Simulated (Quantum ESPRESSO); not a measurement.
AlGeTiO5F, input and log of a self-consistent run

Computed values, not a measurement. The program is pw.x of Quantum ESPRESSO 7.5 (plane-wave density functional theory). The cell is made up: 9 atoms on a corundum lattice with one site empty, with randomly drawn elements, strain and displacements, not relaxed. PseudoDojo standard norm-conserving files (v0.5 for PBE, v0.4.1 for LDA and PBEsol) set the functional; there is no spin polarisation, spin-orbit coupling or dispersion term, and the masses in the input are unused placeholders.

Input:

```
&control calculation='scf', pseudo_dir='./dojo.nc.sr.pbe.v0_5.standard.upf', outdir='./o', disk_io='low', tprnfor=.true., tstress=.true. /
&system ibrav=0, nat=9, ntyp=5, nbnd=39, ecutwfc=84.00895049, nosym=.true., tot_charge=0,
 occupations='smearing', smearing='fd', degauss=0.0018374661
/
&electrons conv_thr=7.350e-09, electron_maxstep=60, /
ATOMIC_SPECIES
Al 1.0 Al.upf
F 1.0 F.upf
Ge 1.0 Ge.upf
O 1.0 O.upf
Ti 1.0 Ti.upf
CELL_PARAMETERS angstrom
2.4808 1.5337 4.4991
-2.4045 1.5386 4.4554
0.0424 -2.8457 4.4051
ATOMIC_POSITIONS angstrom
Al 0.0143 0.0528 4.711
Ge 0.0205 0.0602 1.9544
Ti 0.0935 0.1537 11.3657
O -0.8491 1.5494 7.8429
O -0.7114 -1.4687 7.8175
O 1.7651 0.2342 7.7555
F 1.0473 -1.4547 5.6444
O 0.8469 1.682 5.6133
O -1.6378 -0.0828 5.5445
K_POINTS automatic
5 5 5 1 1 1
```

The log is shortened where brackets say so; the opening notice, blank lines, dates and the lines on written files are dropped, and the path of the files is cut. It prints rydbergs, bohrs and kilobars, and counts compression as positive stress. With no partly filled state, the Fermi energy that it prints is only some level between the filled and the empty states on the mesh, and need not lie in the true gap.

```
     Program PWSCF v.7.5
     Parallel version (MPI & OpenMP), running on       4 processor cores
     Number of MPI processes:                 4
     Threads/MPI process:                     1
     [start-up lines left out]
     bravais-lattice index     =            0
     lattice parameter (alat)  =      10.1323  a.u.
     unit-cell volume          =     643.0743 (a.u.)^3
     number of atoms/cell      =            9
     number of atomic types    =            5
     number of electrons       =        66.00
     number of Kohn-Sham states=           39
     kinetic-energy cutoff     =      84.0090  Ry
     charge density cutoff     =     336.0358  Ry
     scf convergence threshold =      7.3E-09
     mixing beta               =       0.7000
     number of iterations used =            8  plain     mixing
     Exchange-correlation= PBE
                           (   1   4   3   4   0   0   0)
     [axes and pseudopotential details left out]
   Cartesian axes
     site n.     atom                  positions (alat units)
         1        Al     tau(   1) = (   0.0026670   0.0098475   0.8786289  )
         2        Ge     tau(   2) = (   0.0038234   0.0112276   0.3645070  )
         3        Ti     tau(   3) = (   0.0174383   0.0286659   2.1197691  )
         4        O      tau(   4) = (  -0.1583621   0.2889721   1.4627464  )
         5        O      tau(   5) = (  -0.1326802  -0.2739211   1.4580092  )
         6        O      tau(   6) = (   0.3292014   0.0436797   1.4464458  )
         7        F      tau(   7) = (   0.1953275  -0.2713100   1.0527134  )
         8        O      tau(   8) = (   0.1579518   0.3137028   1.0469131  )
         9        O      tau(   9) = (  -0.3054592  -0.0154427   1.0340815  )
     number of k points=    63  Fermi-Dirac smearing, width (Ry)=  0.0018
                       cart. coord. in units 2pi/alat
        k(    1) = (  -0.0010794  -0.0019843   0.1204457), wk =   0.0320000
        k(    2) = (  -0.0020817  -0.2481018   0.2048975), wk =   0.0320000
     [further k points left out]
     Dense  grid:    66919 G-vectors     FFT dimensions: (  60,  60,  60)
     Estimated max dynamical RAM per process >     179.88 MB
     Estimated total dynamical RAM >     670.52 MB
     Initial potential from superposition of free atoms
     starting charge      65.9951, renormalised to      66.0000
     Starting wfcs are   47 randomized atomic wfcs
     total cpu time spent up to now is        4.5 secs
     per-process dynamical memory:   142.1 Mb
     Self-consistent Calculation
     iteration #  1     ecut=    84.01 Ry     beta= 0.70
     Davidson diagonalization with overlap
     ethr =  1.00E-02,  avg # of iterations =  2.0
     total cpu time spent up to now is       12.4 secs
     total energy              =    -515.70749579 Ry
     estimated scf accuracy    <       2.78848892 Ry
     iteration #  2     ecut=    84.01 Ry     beta= 0.70
     Davidson diagonalization with overlap
     ethr =  4.22E-03,  avg # of iterations =  3.7
     total cpu time spent up to now is       21.3 secs
     total energy              =    -511.93082775 Ry
     estimated scf accuracy    <      35.95910820 Ry
     iteration #  3     ecut=    84.01 Ry     beta= 0.70
     Davidson diagonalization with overlap
     ethr =  4.22E-03,  avg # of iterations =  5.0
     total cpu time spent up to now is       30.1 secs
     total energy              =    -517.07868961 Ry
     estimated scf accuracy    <       1.55233777 Ry
     iteration #  4     ecut=    84.01 Ry     beta= 0.70
     Davidson diagonalization with overlap
     ethr =  2.35E-03,  avg # of iterations =  2.0
     total cpu time spent up to now is       37.0 secs
     total energy              =    -517.15953622 Ry
     estimated scf accuracy    <       0.51238228 Ry
     iteration #  5     ecut=    84.01 Ry     beta= 0.70
     Davidson diagonalization with overlap
     ethr =  7.76E-04,  avg # of iterations =  2.0
     total cpu time spent up to now is       43.3 secs
     total energy              =    -517.11135110 Ry
     estimated scf accuracy    <       0.26787812 Ry
     [iterations 6 to 10 left out]
     iteration # 11     ecut=    84.01 Ry     beta= 0.70
     Davidson diagonalization with overlap
     ethr =  3.79E-08,  avg # of iterations =  2.0
     total cpu time spent up to now is       90.8 secs
     total energy              =    -517.13912692 Ry
     estimated scf accuracy    <       0.00000199 Ry
     iteration # 12     ecut=    84.01 Ry     beta= 0.70
     Davidson diagonalization with overlap
     ethr =  3.01E-09,  avg # of iterations =  2.0
     total cpu time spent up to now is       98.0 secs
     total energy              =    -517.13912734 Ry
     estimated scf accuracy    <       0.00000052 Ry
     iteration # 13     ecut=    84.01 Ry     beta= 0.70
     Davidson diagonalization with overlap
     ethr =  7.91E-10,  avg # of iterations =  2.0
     total cpu time spent up to now is      105.1 secs
     total energy              =    -517.13912745 Ry
     estimated scf accuracy    <       0.00000014 Ry
     iteration # 14     ecut=    84.01 Ry     beta= 0.70
     Davidson diagonalization with overlap
     ethr =  2.06E-10,  avg # of iterations =  2.0
     total cpu time spent up to now is      112.0 secs
     total energy              =    -517.13912747 Ry
     estimated scf accuracy    <       0.00000002 Ry
     iteration # 15     ecut=    84.01 Ry     beta= 0.70
     Davidson diagonalization with overlap
     ethr =  2.69E-11,  avg # of iterations =  2.3
     total cpu time spent up to now is      119.5 secs
     End of self-consistent calculation
          k =-0.0011-0.0020 0.1204 (  8382 PWs)   bands (ev):
   -48.9928 -25.5125 -25.2459 -25.2057 -18.7686 -17.0805 -17.0466 -17.0113
   -16.9639 -16.7060 -10.5939  -9.2069  -8.9429  -8.3534  -8.1440  -1.9525
    -0.5950   0.4338   1.3880   2.5636   3.0520   3.5557   4.0600   4.5035
     4.9618   5.2631   5.5270   6.3040   6.6878   6.9554   7.0813   7.2963
     7.5308   9.6402  10.9119  11.0276  11.1717  13.2280  13.5764
     [levels at the other k points left out]
     the Fermi energy is     8.8991 ev
!    total energy              =    -517.13912748 Ry
     estimated scf accuracy    <          3.4E-09 Ry
     smearing contrib. (-TS)   =      -0.00000000 Ry
     internal energy E=F+TS    =    -517.13912748 Ry
     The total energy is F=E-TS. E is the sum of the following terms:
     one-electron contribution =    -223.70192012 Ry
     hartree contribution      =     152.19757463 Ry
     xc contribution           =    -116.24924423 Ry
     ewald contribution        =    -329.38553775 Ry
     convergence has been achieved in  15 iterations
     Forces acting on atoms (cartesian axes, Ry/au):
     atom    1 type  1   force =    -0.02135480    0.06357401   -0.08908103
     atom    2 type  3   force =    -0.08725223   -0.18945723    0.12473699
     atom    3 type  5   force =     0.12309694    0.03525847    0.16166495
     atom    4 type  4   force =    -0.07201772    0.05794026   -0.03346282
     atom    5 type  4   force =    -0.01540665   -0.06393209   -0.05544140
     atom    6 type  4   force =     0.07354420   -0.00552096   -0.02043028
     atom    7 type  2   force =    -0.06288647    0.06609703   -0.10726714
     atom    8 type  4   force =     0.03196820   -0.04973931   -0.00059892
     atom    9 type  4   force =     0.03030852    0.08577982    0.01987964
     Total force =     0.411032     Total SCF correction =     0.000143
     Computing stress (Cartesian axis) and pressure
          total   stress  (Ry/bohr**3)                   (kbar)     P=      -44.31
  -0.00018597   0.00027381   0.00015023          -27.36       40.28       22.10
   0.00027381  -0.00055787  -0.00061350           40.28      -82.06      -90.25
   0.00015023  -0.00061350  -0.00015982           22.10      -90.25      -23.51
     init_run     :      4.16s CPU      4.32s WALL (       1 calls)
     electrons    :    114.51s CPU    114.97s WALL (       1 calls)
     forces       :      1.12s CPU      1.13s WALL (       1 calls)
     stress       :      3.87s CPU      3.88s WALL (       1 calls)
     [timing details left out]
     PWSCF        :   2m 3.93s CPU   2m 4.58s WALL
     JOB DONE.
```

In other units: free energy -7036.036 eV for the cell, pressure -4.43 GPa, largest force component 4.871 eV/Å. A rerun of this cell at a cutoff of 1437 eV and k mesh 7 x 7 x 7 moved values by no more than 0.003 eV in energy, 0.04 GPa in stress and 0.002 eV/Å in force.